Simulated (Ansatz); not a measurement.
An Ansatz (an electronic-structure program) run. Input:

Ansatz 0.2 input:
```yaml
crystal:
  lattice:
    - [0.0, 1.9054708629, 1.9054708629]
    - [1.9054708629, 0.0, 1.9054708629]
    - [1.9054708629, 1.9054708629, 0.0]
  atoms:
    - { symbol: Ir, position: [0.0, 0.0, 0.0] }
kpoints:
  mp_grid: { grid: [39, 39, 39] }
hamiltonian:
  xc: lda
  pseudopotentials: { azcp: { folder: ./paw }, kind: paw }
scf:
  occupations: { method: fermi_dirac, width: 0.1 }
elastic: { mode: relaxed_ion, stencil: two_point, amplitude: 0.005, f_tol: 0.0005 }
```

Output (shortened):

```
Pseudopotential: Ir, paw, valence charge 17
Functional definition: SPW92
Crystal: 1 atoms, lattice volume = 13.837 Å³
Basis set: ecut = 420 eV, 283 PW (Γ)
Bands: 13, of which v1, the nominal top of the filled ones, is band 9 counted from 1 (8 counted from 0)
Symmetry: 48 space group operations
Space group: Fm-3m (ITA 225), of the structure as read, at distance tolerance 2.4e-5 Å
k-points: 1540 of 59319
SCF iter   1: F=—  HF=-11664.667750 eV  |F-HF|=—  |Δ(HF+E_count)|=         —  Δρ=5.07e-2  dr2=2.55e-1  ethr=3.10e-3  ⟨swp⟩=5.0  Hψ=103625  notcnv=0
preconditioner: auto → none
SCF iter   2: F=—  HF=-11664.572809 eV  |F-HF|=—  |Δ(HF+E_count)|=   9.49e-2  Δρ=1.58e-2  dr2=7.58e-3  ethr=1.50e-3  ⟨swp⟩=2.7  Hψ=43985  notcnv=0
SCF iter   3: F=—  HF=-11664.569380 eV  |F-HF|=—  |Δ(HF+E_count)|=   3.43e-3  Δρ=7.11e-3  dr2=1.57e-3  ethr=4.46e-5  ⟨swp⟩=1.3  Hψ=23058  notcnv=0
SCF iter   4: F=—  HF=-11664.568517 eV  |F-HF|=—  |Δ(HF+E_count)|=   8.62e-4  Δρ=1.97e-4  dr2=1.79e-6  ethr=9.26e-6  ⟨swp⟩=1.0  Hψ=20020  notcnv=0
SCF iter   5: F=—  HF=-11664.568511 eV  |F-HF|=—  |Δ(HF+E_count)|=   5.84e-6  Δρ=3.41e-5  dr2=8.68e-8  ethr=1.05e-8  ⟨swp⟩=2.0  Hψ=33207  notcnv=0
SCF iter   6: F=—  HF=-11664.568511 eV  |F-HF|=—  |Δ(HF+E_count)|=   3.19e-8  Δρ=1.87e-6  dr2=2.60e-10  ethr=5.11e-10  ⟨swp⟩=2.3  Hψ=32693  notcnv=0
SCF iter   7: F=—  HF=-11664.568511 eV  |F-HF|=—  |Δ(HF+E_count)|=  5.82e-11  Δρ=1.19e-7  dr2=6.89e-13  ethr=1.53e-12  ⟨swp⟩=2.5  Hψ=33769  notcnv=0
SCF iter   8: F=-11664.568511 eV  HF=-11664.568511 eV  |F-HF|=1.82e-12  |Δ(HF+E_count)|=  1.82e-12  Δρ=1.24e-8  dr2=3.46e-15  ethr=1.00e-12  ⟨swp⟩=4.0  Hψ=61612  notcnv=0
SCF 1 converged in 8 iterations: F = -11664.568511 eV  dr2 = 3.46e-15
Crystal: 1 atoms, lattice volume = 13.768 Å³
Symmetry: 16 space group operations
k-points: 4200 of 59319
iter 1 solved again at ethr=3.95e-8 eV; its pass at ethr=3.10e-3 eV (dr2=6.71e-6 eV) is discarded
SCF iter   1: F=—  HF=-11664.567662 eV  |F-HF|=—  |Δ(HF+E_count)|=         —  Δρ=3.73e-4  dr2=7.70e-6  ethr=3.95e-8  ⟨swp⟩=3.0  Hψ=390281  notcnv=0
preconditioner: auto → none
SCF iter   2: F=—  HF=-11664.567660 eV  |F-HF|=—  |Δ(HF+E_count)|=   1.41e-6  Δρ=1.52e-4  dr2=7.44e-7  ethr=3.95e-8  ⟨swp⟩=2.3  Hψ=74569  notcnv=0
SCF iter   3: F=—  HF=-11664.567660 eV  |F-HF|=—  |Δ(HF+E_count)|=   1.64e-7  Δρ=3.85e-5  dr2=6.23e-8  ethr=4.38e-9  ⟨swp⟩=2.0  Hψ=85681  notcnv=0
SCF iter   4: F=—  HF=-11664.567660 eV  |F-HF|=—  |Δ(HF+E_count)|=   1.08e-8  Δρ=7.05e-6  dr2=1.83e-9  ethr=3.67e-10  ⟨swp⟩=2.0  Hψ=71336  notcnv=0
SCF iter   5: F=—  HF=-11664.567660 eV  |F-HF|=—  |Δ(HF+E_count)|=  8.29e-10  Δρ=9.41e-7  dr2=3.08e-11  ethr=1.08e-11  ⟨swp⟩=2.5  Hψ=88899  notcnv=0
SCF iter   6: F=-11664.567660 eV  HF=-11664.567660 eV  |F-HF|=3.64e-12  |Δ(HF+E_count)|=  3.64e-12  Δρ=3.09e-8  dr2=5.02e-14  ethr=1.00e-12  ⟨swp⟩=3.8  Hψ=215556  notcnv=0
SCF 2 converged in 6 iterations: F = -11664.567660 eV  dr2 = 5.02e-14
Crystal: 1 atoms, lattice volume = 13.906 Å³
iter 1 solved again at ethr=1.96e-10 eV; its pass at ethr=3.10e-3 eV (dr2=3.34e-8 eV) is discarded
SCF iter   1: F=—  HF=-11664.567911 eV  |F-HF|=—  |Δ(HF+E_count)|=         —  Δρ=8.18e-5  dr2=3.42e-8  ethr=1.96e-10  ⟨swp⟩=2.8  Hψ=360165  notcnv=0
preconditioner: auto → none
SCF iter   2: F=—  HF=-11664.567911 eV  |F-HF|=—  |Δ(HF+E_count)|=   2.23e-7  Δρ=4.06e-5  dr2=5.28e-9  ethr=1.96e-10  ⟨swp⟩=2.3  Hψ=76916  notcnv=0
SCF iter   3: F=—  HF=-11664.567911 eV  |F-HF|=—  |Δ(HF+E_count)|=   7.08e-8  Δρ=1.07e-5  dr2=5.76e-10  ethr=3.10e-11  ⟨swp⟩=1.1  Hψ=55948  notcnv=0
SCF iter   4: F=—  HF=-11664.567911 eV  |F-HF|=—  |Δ(HF+E_count)|=   5.19e-9  Δρ=4.55e-7  dr2=1.44e-12  ethr=3.39e-12  ⟨swp⟩=2.5  Hψ=79460  notcnv=0
SCF iter   5: F=-11664.567911 eV  HF=-11664.567911 eV  |F-HF|=5.46e-12  |Δ(HF+E_count)|=  1.46e-11  Δρ=3.95e-8  dr2=3.48e-14  ethr=1.00e-12  ⟨swp⟩=4.0  Hψ=174524  notcnv=0
SCF 3 converged in 5 iterations: F = -11664.567911 eV  dr2 = 3.48e-14
Crystal: 1 atoms, lattice volume = 13.837 Å³
Symmetry: 8 space group operations
k-points: 8000 of 59319
iter 1 solved again at ethr=4.61e-8 eV; its pass at ethr=3.10e-3 eV (dr2=7.84e-6 eV) is discarded
SCF iter   1: F=—  HF=-11664.568198 eV  |F-HF|=—  |Δ(HF+E_count)|=         —  Δρ=3.72e-4  dr2=8.44e-6  ethr=4.61e-8  ⟨swp⟩=3.1  Hψ=710494  notcnv=0
preconditioner: auto → none
SCF iter   2: F=—  HF=-11664.568196 eV  |F-HF|=—  |Δ(HF+E_count)|=   2.84e-6  Δρ=1.70e-4  dr2=1.14e-6  ethr=4.61e-8  ⟨swp⟩=1.0  Hψ=104553  notcnv=0
SCF iter   3: F=—  HF=-11664.568196 eV  |F-HF|=—  |Δ(HF+E_count)|=   4.19e-8  Δρ=2.23e-5  dr2=1.40e-8  ethr=6.71e-9  ⟨swp⟩=1.4  Hψ=116960  notcnv=0
SCF iter   4: F=—  HF=-11664.568196 eV  |F-HF|=—  |Δ(HF+E_count)|=  8.19e-11  Δρ=3.03e-6  dr2=2.44e-10  ethr=8.23e-11  ⟨swp⟩=1.9  Hψ=127523  notcnv=0
SCF iter   5: F=—  HF=-11664.568196 eV  |F-HF|=—  |Δ(HF+E_count)|=  5.09e-11  Δρ=6.07e-7  dr2=4.43e-11  ethr=1.44e-12  ⟨swp⟩=2.3  Hψ=152891  notcnv=0
SCF iter   6: F=—  HF=-11664.568196 eV  |F-HF|=—  |Δ(HF+E_count)|=  1.82e-11  Δρ=9.60e-8  dr2=3.27e-13  ethr=2.61e-13 (applied; sched 1.00e-12)  ⟨swp⟩=2.4  Hψ=154350  notcnv=0
SCF iter   7: F=-11664.568196 eV  HF=-11664.568196 eV  |F-HF|=5.46e-12  |Δ(HF+E_count)|=  3.64e-12  Δρ=1.71e-8  dr2=1.54e-14  ethr=1.00e-12  ⟨swp⟩=4.0  Hψ=326648  notcnv=0
SCF 4 converged in 7 iterations: F = -11664.568196 eV  dr2 = 1.54e-14
Crystal: 1 atoms, lattice volume = 13.837 Å³
iter 1 solved again at ethr=7.54e-11 eV; its pass at ethr=3.10e-3 eV (dr2=1.28e-8 eV) is discarded
SCF iter   1: F=—  HF=-11664.568196 eV  |F-HF|=—  |Δ(HF+E_count)|=         —  Δρ=4.24e-5  dr2=1.34e-8  ethr=7.54e-11  ⟨swp⟩=2.5  Hψ=676321  notcnv=0
preconditioner: auto → none
SCF iter   2: F=—  HF=-11664.568196 eV  |F-HF|=—  |Δ(HF+E_count)|=   5.36e-8  Δρ=2.08e-5  dr2=1.85e-9  ethr=7.54e-11  ⟨swp⟩=2.6  Hψ=146179  notcnv=0
SCF iter   3: F=—  HF=-11664.568196 eV  |F-HF|=—  |Δ(HF+E_count)|=   1.69e-8  Δρ=6.24e-6  dr2=2.05e-10  ethr=1.09e-11  ⟨swp⟩=1.2  Hψ=112611  notcnv=0
SCF iter   4: F=—  HF=-11664.568196 eV  |F-HF|=—  |Δ(HF+E_count)|=   1.68e-9  Δρ=3.80e-7  dr2=8.69e-13  ethr=1.21e-12  ⟨swp⟩=2.2  Hψ=143332  notcnv=0
SCF iter   5: F=-11664.568196 eV  HF=-11664.568196 eV  |F-HF|=0.00e0  |Δ(HF+E_count)|=  3.64e-12  Δρ=2.94e-8  dr2=1.63e-14  ethr=1.00e-12  ⟨swp⟩=4.0  Hψ=331004  notcnv=0
SCF 5 converged in 5 iterations: F = -11664.568196 eV  dr2 = 1.63e-14
SCF converged after 8 iterations
Free energy (F): -11664.568511 eV
Harris-Foulkes:  -11664.568511 eV  (|F-HF|=1.82e-12)
Internal energy: -11664.539271 eV  (E = F + TS)
E sigma→0 (E₀):  -11664.553891 eV
Entropy (-TS):   -0.029240 eV (-29.240 meV/atom)
Fermi energy:    26.147468 eV
--- Per-component energies (eV) ---
  E_band       = -78.604207
  E_kinetic    = 541.737024
  E_local      = -1079.537731  (includes V_loc(G=0)·N_el)
  E_nonlocal   = 196.960803
  E_hartree    = 403.185536
  E_xc         = -229.814158
  E_vxc        = -257.555368  (∫ρ·V_xc dr)
  E_paw        = -8994.178640  (= ΣΔE_a)
  E_vpaw       = -286.580341  (= ΣTr[D̂ρ^β])
  E_aug_tail   = 0.000335  (compensation charges beyond the density's cutoff)
  E_ewald      = -2503.304121
  E_core_change = 0.411683  (= ΣΔE_core)
  E_smearing   = -0.029240  (= −TS)
  E_closure    =  0.000000  (closes the sum)
  Σ components = -11664.568511   (vs F -11664.568511, Δ=0.00e0)
  [band-id]    e_kinetic+e_local+e_nonlocal+2·e_hartree+e_vxc+e_vpaw+e_augmentation_tail = -78.604207   (vs E_band -78.604207, Δ=4.84e-7)
--- Forces (eV/Å), atoms counted from 1 ---
  atom   1  Ir     0.00000000     0.00000000     0.00000000
  max |Σ_I F_I| component: 0.0 eV/Å
--- Stress (GPa, compression-positive) ---
        0.271605       0.000000       0.000000
        0.000000       0.271605       0.000000
        0.000000       0.000000       0.271605
  P = ⅓ Tr σ = 0.2716 GPa (2.716 kbar)
--- Band table (eV; the first three rows and the last of 1540) ---
  k-point 0: bands = ["-66.9099", "-23.2238", "-23.2238", "-23.2238", "14.7733", "22.1237", "22.1237", "22.1237", "24.9435", "24.9435", "39.7644", "45.3406", "45.3406"]
  k-point 1: bands = ["-66.9095", "-23.2296", "-23.2245", "-23.2245", "14.8037", "22.1068", "22.1372", "22.1372", "24.9342", "24.9342", "39.8180", "45.1869", "45.3915"]
  k-point 2: bands = ["-66.9081", "-23.2468", "-23.2269", "-23.2269", "14.8945", "22.0576", "22.1767", "22.1767", "24.9076", "24.9076", "39.9763", "44.7788", "45.5435"]
  k-point 1539: bands = ["-66.8129", "-23.7992", "-23.7812", "-23.5483", "19.6982", "20.9916", "21.2518", "24.2948", "27.7017", "34.2899", "35.2283", "35.6069", "39.7909"]
--- Elastic constants: 2 strain directions × 2 members + reference (group order 48) ---
  dense FFT box of the reference and of every strained cell: 20×20×20
  strains applied: 11, 23; error gains: componentwise 1.00 (the most a stress slope's error grows in a printed constant), spectral 1.73 (1 for all six strains …
  C = ∂σ_k/∂η_j (tension-positive GPa; Voigt order 11 22 33 23 13 12):
       672.180    272.354    272.354      0.000      0.000      0.000
       272.354    672.180    272.354      0.000      0.000      0.000
       272.354    272.354    672.180      0.000      0.000      0.000
         0.000      0.000      0.000    292.736      0.000      0.000
         0.000      0.000      0.000      0.000    292.736      0.000
         0.000      0.000      0.000      0.000      0.000    292.736
  reference stress σ⁰ (GPa):     -0.272     -0.272     -0.272      0.000      0.000      0.000
  C* (energy form; C + prestress term) asymmetry max|C*_kj − C*_jk| = 5.684e-14 GPa — a small one proves nothing (zero by symmetry where the batch's group is …
  moduli (Voigt/Reuss/Hill, GPa): K = 405.63/405.63/405.63   G = 255.61/246.88/251.24   E = 624.75   ν = 0.243
  mechanically stable: yes (min eigenvalue of sym C = 292.74 GPa)
  where every solve meets its electron count the energy-path curvature estimates C_jj along a normal strain and C_jj − ¼(σ⁰_aa + σ⁰_bb) along a shear (ab), of …
  strain η (Voigt 11):  stress-route row diagonal C_11 = 672.18 GPa, energy-path curvature d²(F+E_count+ΔE)/dδ²/Ω₀ = 672.16 GPa
         δ    σ_11 (GPa)             F (eV)   n_scf  n_hpsi   n_pw
    -5.000e-3      -3.6872      -11664.5676604       6  977076    290   relax 0 steps, max|allowed force component| 0.00e0 eV/Å
     5.000e-3       3.0346      -11664.5679111       5  797785    290   relax 0 steps, max|allowed force component| 0.00e0 eV/Å
  strain η (Voigt 23):  stress-route row diagonal C_44 = 292.74 GPa, energy-path curvature d²(F+E_count+ΔE)/dδ²/Ω₀ = 292.88 GPa
         δ    σ_23 (GPa)             F (eV)   n_scf  n_hpsi   n_pw
    -5.000e-3      -1.4637      -11664.5681956       7  1790123    290   relax 0 steps, max|allowed force component| 0.00e0 eV/Å
     5.000e-3       1.4637      -11664.5681956       5  1506149    290   relax 0 steps, max|allowed force component| 0.00e0 eV/Å
```

Cost: very roughly 3 core-minutes on shared cores.

The cell was relaxed with LDA under the symmetry of its start. No spin polarisation was allowed. As this level gives no gap, shear constants depend on the k-mesh and smearing (Fermi–Dirac, 0.1 eV here). Spin–orbit coupling is left out wherever it is not named.

Potentials: the earlier of the program's two PAW sets.

Ansatz is a plane-wave DFT program.
